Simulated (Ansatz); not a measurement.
## Tetragonal deformation path in TaN

The calculation used DFT PBEsol, scalar-relativistic, plane waves, PAW (Ansatz 0.2.0). Settings: plane waves to 420 eV, k-mesh 20×20×20 (Γ-centred), Gaussian smearing 0.15 eV. Spin–orbit coupling is left out, which can shift energies with elements as heavy as these. No spin polarisation. Energies are free energies at this smearing, counted from the undisturbed cell; pressure is positive in compression.

Reference structure (as given, not relaxed at this level; it stands at 4.4 GPa; this rock-salt form isn't the usual structure):

```
Ta N
1.0
     0.00000    2.17900    2.17900
     2.17900    0.00000    2.17900
     2.17900    2.17900    0.00000
Ta N
1 1
Direct
  0.50000 0.50000 0.50000
  0.00000 0.00000 0.00000
```

At fixed volume and fractional coordinates, lengths along (0.000, 0.000, 1.000) are scaled against those across it; ρ is that ratio over its starting value. The cell is metallic on the mesh throughout.

```csv
ρ,ΔE (meV/atom),pressure (GPa)
0.650,4132.2,176.0
0.707,2451.1,127.5
0.780,1115.9,67.4
0.850,440.9,30.8
0.920,111.3,11.1
0.960,25.9,5.9
1.000,0.0,4.4
1.050,31.9,6.6
1.100,104.6,12.5
1.200,316.2,31.0
1.300,603.2,55.0
1.414,1027.4,87.3
1.500,1423.8,114.4
```